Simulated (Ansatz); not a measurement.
An Ansatz input:

```yaml
crystal:
  lattice:
    - [2.6135017449, 0.0, 0.0]
    - [-1.3067508724, 2.2633589039, 0.0]
    - [0.0, 0.0, 9.758878965]
  atoms:
    - { symbol: Zn, position: [0.0, 0.0, 1.0] }
    - { symbol: Zn, position: [0.0, 1.0, 0.5] }
    - { symbol: Zn, position: [0.3333333333, 0.6666666667, 0.25] }
    - { symbol: Zn, position: [0.6666666667, 0.3333333333, 0.75] }
hamiltonian:
  xc: r2scan
  pseudopotentials:
    kind: paw
    azcp:
      Zn: "pseudopotentials/Zn.paw.azcp"
basis:
  ecutwfc: 500
  fft_grid_basis: typed
kpoints:
  mp_grid: { grid: [18, 18, 5], shift: [0, 0, 0] }
magnetization:
  spin_polarized: false
scf:
  occupations: { method: fermi_dirac, width: 0.1 }
```

Output

```
Engine: ansatz 0.2.0, x86_64-unknown-linux-gnu
Pseudopotentials: kind: paw
Pseudopotential: Zn, paw, valence charge 12, recommended cutoff 500 eV (meta_gga) 
Functional definition: r2SCAN
  parameter k0 = 0.174
  parameter k1 = 0.065
  parameter a1 = 4.9479
  exchange = r2scan_x(k0 = k0, k1 = k1, a1 = a1)
  correlation = r2scan_c
Crystal: 4 atoms, lattice volume = 57.727 Å³
Basis set: ecut = 500 eV, 1475 PW (Γ), exchange–correlation on 80×80×288 points (64 copies of the dense FFT grid, shifted against one another)
Bands: 28, of which v1, the nominal top of the filled ones, is band 24 counted from 1 (23 counted from 0)
Symmetry: 24 space group operations
Space group: P63/mmc (ITA 194), of the structure as read, at distance tolerance 3.9e-5 Å
k-points: 111 of 1620
Non-local potential: Zn, projectors of the file, l = 0: 2, l = 1: 2, l = 2: 3, l = 3: 1
PAW form: soft (Blöchl's): semilocal exchange-correlation on the pseudo side does not see the compensation charge
PAW frozen core: Zn, regenerated for the run's functional (the file was generated under x = pbe(κ = 0.804, μ = 0.2195149727645171), c = pbe(β = 0.06672455060314922))
PAW one-centre angular grid: Zn, 590 points (default); XC on 261 of its mesh's 2673 points in the sphere
Initial density: superposition of atomic densities (neutral atoms: chi_scale 0, normalization atom), corrected by the library's trained network
Initial wavefunctions: pseudopotential atomic-orbital guess
Functional: x = r2scan, c = r2scan; τ floored in thin density (d = 2e-4 eV/Å³)
SCF iter   1: F=—  HF=-13302.688408 eV  |F-HF|=—  |Δ(HF+E_count)|=         —  Δρ=2.27e-2  dr2=1.45e-1  dr2_τ=4.89e-3  ethr=1.77e-3  ⟨swp⟩=5.6  Hψ=13131  notcnv=0
SCF iter   2: F=—  HF=-13302.665155 eV  |F-HF|=—  |Δ(HF+E_count)|=   2.33e-2  Δρ=1.41e-3  dr2=6.33e-4  dr2_τ=6.51e-4  ethr=3.01e-4  ⟨swp⟩=2.0  Hψ=7085  notcnv=0
SCF iter   3: F=—  HF=-13302.659276 eV  |F-HF|=—  |Δ(HF+E_count)|=   5.88e-3  Δρ=2.81e-3  dr2=2.32e-3  dr2_τ=6.81e-6  ethr=1.32e-6  ⟨swp⟩=3.4  Hψ=8088  notcnv=0
SCF iter   4: F=—  HF=-13302.658497 eV  |F-HF|=—  |Δ(HF+E_count)|=   7.79e-4  Δρ=3.77e-4  dr2=9.52e-5  dr2_τ=5.85e-7  ethr=1.32e-6  ⟨swp⟩=2.0  Hψ=5785  notcnv=0
SCF iter   5: F=—  HF=-13302.658486 eV  |F-HF|=—  |Δ(HF+E_count)|=   1.03e-5  Δρ=2.04e-4  dr2=1.85e-5  dr2_τ=1.57e-7  ethr=1.98e-7  ⟨swp⟩=2.0  Hψ=5752  notcnv=0
SCF iter   6: F=—  HF=-13302.658495 eV  |F-HF|=—  |Δ(HF+E_count)|=   8.77e-6  Δρ=7.01e-5  dr2=3.02e-6  dr2_τ=2.18e-8  ethr=3.85e-8  ⟨swp⟩=2.0  Hψ=5750  notcnv=0
SCF iter   7: F=—  HF=-13302.658498 eV  |F-HF|=—  |Δ(HF+E_count)|=   2.92e-6  Δρ=2.51e-5  dr2=1.98e-7  dr2_τ=2.08e-9  ethr=6.29e-9  ⟨swp⟩=2.0  Hψ=5795  notcnv=0
SCF iter   8: F=-13302.658498 eV  HF=-13302.658498 eV  |F-HF|=8.96e-9  |Δ(HF+E_count)|=   2.10e-7  Δρ=8.66e-6  dr2=2.36e-8  dr2_τ=1.43e-10  ethr=2.08e-10  ⟨swp⟩=3.0  Hψ=8705  notcnv=0
SCF 1 converged in 8 iterations: F = -13302.658498 eV  dr2 = 2.36e-8
SCF converged after 8 iterations
Free energy (F): -13302.658498 eV
Harris-Foulkes:  -13302.658498 eV  (|F-HF|=8.96e-9)
Internal energy: -13302.638051 eV  (E = F + TS)
E sigma→0 (E₀):  -13302.648275 eV
Entropy (-TS):   -0.020447 eV (-5.112 meV/atom)
Fermi energy:    11.773250 eV
--- Per-component energies (eV) ---
  E_band       = 206.421324
  E_kinetic    = 523.296532
  E_local      = -6031.505402  (includes V_loc(G=0)·N_el)
  E_nonlocal   = 2453.498539
  E_hartree    = 2540.729418
  E_xc         = -499.320638
  E_vxc        = -220.563098  (∫ρ·V_xc dr)
  E_paw        = -7383.118414  (= ΣΔE_a)
  E_vpaw       = -1612.626979  (= ΣTr[D̂ρ^β])
  E_aug_tail   = -0.000153  (compensation charges beyond the density's cutoff)
  E_vtau       = 12.872242  (kinetic-family band-sum trace: ∫τ·v_τ [+ j·A + Jᵃ·Aᵃ] dr)
  E_ewald      = -4905.487458
  E_core_change = -0.730475  (= ΣΔE_core)
  E_smearing   = -0.020447  (= −TS)
  E_closure    = -0.000000  (closes the sum)
  Σ components = -13302.658498   (vs F -13302.658498, Δ=0.00e0)
```

Command:

```sh
ansatz run input.yaml --threads 1 --pin off --max-ram 3584MiB --backend cpu --events-out ev --progress --plain --runs-dir out
```

On 1 thread of Intel(R) Xeon(R) Platinum 8259CL CPU @ 2.50GHz (Skylake/Cascade Lake) (shared host) this took about 22 s of wall time and 22 s of CPU time.
